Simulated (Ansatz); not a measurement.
With plane-wave PAW LDA (Ansatz code), SiO2 in the tetragonal phase (P4_12_12; Si on 4a, O on 8b) relaxes to a = 4.945 Å, c = 6.872 Å. Si has 4 nearest neighbours from 1.61 Å (tetrahedral); O has 2 nearest neighbours from 1.61 Å (bent). Its formation energy from the elements is -2.92 eV/atom, with no fitted shifts.

The Kohn–Sham gap is 5.55 eV (direct). The valence maximum lies at Γ and the conduction minimum at Γ. The electron mass is 0.54 mₑ (isotropic). The hole mass is 1.7, 2.0, 2.0 mₑ (principal values).

The bulk modulus is 12.1 GPa. The relaxed-ion elastic constants in GPa are C11 = 47.4, C12 = 4.5, C13 = -10.4, C33 = 41.8, C44 = 70.0, C66 = 25.0. The elastic constants imply a Debye temperature near 528 K. Perturbation theory gives ε∞ = 2.32 (xx = yy), 2.31 (zz). Letting the ions move raises it to ε0 = 4.21 (xx = yy), 3.96 (zz). Born charges are Si +3.32, O -1.66 e. The phonon dispersion is stable (no imaginary branch). Without the LO–TO term the highest mode at Γ lies at 1190 cm⁻¹.

The measured cell (COD 9009686, doi:10.1063/1.334545; 296 K, pressure taken as ambient) has 14.27 Å³ per atom; the computed volume differs by -1.8 %, which includes thermal expansion and zero-point motion.

The cell was relaxed with LDA under the symmetry of its start. The references are the lowest solids computed at this level, not always the standard phases (solids in place of the gases).

Potentials: the later of the program's two PAW sets.
